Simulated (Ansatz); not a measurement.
V₂O₃:
```cif
data_O6V4
_chemical_formula_sum 'V4 O6'
_space_group_name_H-M_alt 'P 1'
_space_group_IT_number 1
_cell_length_a 5.48679
_cell_length_b 5.48679
_cell_length_c 5.48679
_cell_angle_alpha 51.578
_cell_angle_beta 51.578
_cell_angle_gamma 51.578
loop_
_space_group_symop_operation_xyz
  'x, y, z'
loop_
_atom_site_label
_atom_site_type_symbol
_atom_site_fract_x
_atom_site_fract_y
_atom_site_fract_z
_atom_site_occupancy
V1 V 0.83972 0.83972 0.83972 1
V2 V 0.66028 0.66028 0.66028 1
V3 V 0.16028 0.16028 0.16028 1
V4 V 0.33972 0.33972 0.33972 1
O1 O 0.07567 0.42433 0.75000 1
O2 O 0.75000 0.07567 0.42433 1
O3 O 0.42433 0.75000 0.07567 1
O4 O 0.92433 0.57567 0.25000 1
O5 O 0.25000 0.92433 0.57567 1
O6 O 0.57567 0.25000 0.92433 1
```
Starting moments (μB, in the order of the atoms V V V V O O O O O O): 1.1 1.1 1.1 1.1 0.0 0.0 0.0 0.0 0.0 0.0.

Relaxed with PBEsol.

Which orbitals make up the states near the Fermi level in plane-wave PAW PBEsol (Ansatz code)?

Within 0.5 eV of the Fermi level: V 3d 88 %, O 2p 11 %. Projections are on Löwdin-orthogonalised atomic valence shells; empty p or d shells of many metals are not among them.

Tabulate the density of states.

States/eV per cell of 10 atoms, in 0.25 eV bins, energy from the Fermi level.

```csv
E (eV),total,V 3d,O 2p,O 2s
-7.85,8.96,1.86,6.46,0.06
-7.60,8.76,1.73,6.45,0.07
-7.35,8.37,1.71,6.24,0.06
-7.10,8.18,1.77,6.09,0.05
-6.85,7.83,1.87,5.69,0.05
-6.60,10.07,2.44,7.34,0.07
-6.35,10.37,2.40,7.69,0.06
-6.10,7.51,1.56,5.72,0.05
-5.85,7.20,1.26,5.67,0.06
-5.60,7.06,1.11,5.70,0.07
-5.35,7.90,1.22,6.45,0.05
-5.10,7.90,1.04,6.64,0.04
-4.85,6.31,0.76,5.38,0.04
-4.60,6.96,0.78,5.99,0.05
-4.35,7.50,0.83,6.51,0.05
-4.10,6.28,0.64,5.52,0.03
-3.85,8.99,0.72,8.12,0.02
-3.60,1.31,0.07,1.21,0.00
-3.35,0.13,0.00,0.13,0.00
-3.10,0.00,0.00,0.00,0.00
-2.85,0.00,0.00,0.00,0.00
-2.60,0.00,0.00,0.00,0.00
-2.35,0.00,0.00,0.00,0.00
-2.10,0.00,0.00,0.00,0.00
-1.85,0.09,0.09,0.00,0.00
-1.60,3.05,2.75,0.25,0.01
-1.35,2.46,2.16,0.26,0.01
-1.10,1.78,1.58,0.17,0.01
-0.85,7.24,6.43,0.69,0.02
-0.60,8.41,7.36,0.92,0.03
-0.35,5.67,4.88,0.70,0.02
-0.10,3.46,3.06,0.35,0.02
0.15,2.92,2.58,0.27,0.01
0.40,12.46,11.04,1.22,0.05
0.65,11.45,9.95,1.30,0.05
0.90,6.35,5.53,0.70,0.04
1.15,5.34,4.78,0.48,0.03
1.40,5.91,5.23,0.56,0.04
1.65,9.55,8.46,0.93,0.06
1.90,10.18,8.70,1.07,0.28
2.15,7.01,5.61,0.94,0.33
2.40,4.80,3.54,0.82,0.32
2.65,7.92,5.98,1.24,0.51
2.90,7.11,5.22,1.33,0.40
3.15,7.37,5.23,1.57,0.40
3.40,6.52,4.50,1.61,0.26
3.65,7.92,5.34,2.17,0.24
3.90,5.41,3.61,1.55,0.13
4.15,5.49,3.66,1.62,0.08
4.40,2.49,1.67,0.73,0.03
4.65,1.64,1.07,0.50,0.02
4.90,0.10,0.02,0.01,0.03
```

Space group R-3c (corundum). Symmetry was held in the PBEsol relaxation. Magnetic state: ferromagnetic, chosen from 5 collinear starts compared on coarse meshes (ties went to the first, and starts can fall back to one state), not a proven ground state. No Hubbard U is applied. The compound may be a true metal, but semilocal functionals without U, or a wrong spin order, can also close a gap.

Potentials: the later of the program's two PAW sets.
